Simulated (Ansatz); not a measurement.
MgCu2 (cubic Laves (MgCu2 type), Fd-3m) at seven volumes, PBEsol in the plane-wave PAW code Ansatz, scaled uniformly. One row is withheld.

```json
[
 {"V (Å³/atom)": "12.650", "P (GPa)": "12.32"},
 {"V (Å³/atom)": "13.067", "P (GPa)": "7.51"},
 {"V (Å³/atom)": "13.484", "P (GPa)": "3.44"},
 {"V (Å³/atom)": "13.901", "P (GPa)": "0.00"},
 {"V (Å³/atom)": "14.318", "P (GPa)": "-2.90"},
 {"V (Å³/atom)": "14.735", "P (GPa)": "-5.36"},
 {"V (Å³/atom)": "15.152", "P (GPa)": "?"}
]
```

Problem. Fit the shown pressures and predict the withheld one.

Solution. P = (3/2)B₀(x^(7/2) − x^(5/2))[1 + (3/4)(B′ − 4)(x − 1)] with x = (V₀/V)^(2/3). Least squares on the six rows gives V₀ = 13.902 Å³/atom, B₀ = 105 GPa, B′ = 4.58. At V = 15.152, x = 0.9442 and P = -7.43 GPa. The run itself gave -7.43 GPa.

The workflow started from a Materials Project entry (that database holds measured and hypothetical structures alike); the Crystallography Open Database files this formula in space group No. 227, but the cells were not matched. Whether it is the stable phase at ambient conditions was not checked. The PBEsol relaxation kept the symmetry of its start; of distortions, only those at the zone centre were tested. The run is not spin-polarised.

Potentials: the later of the program's two PAW sets.
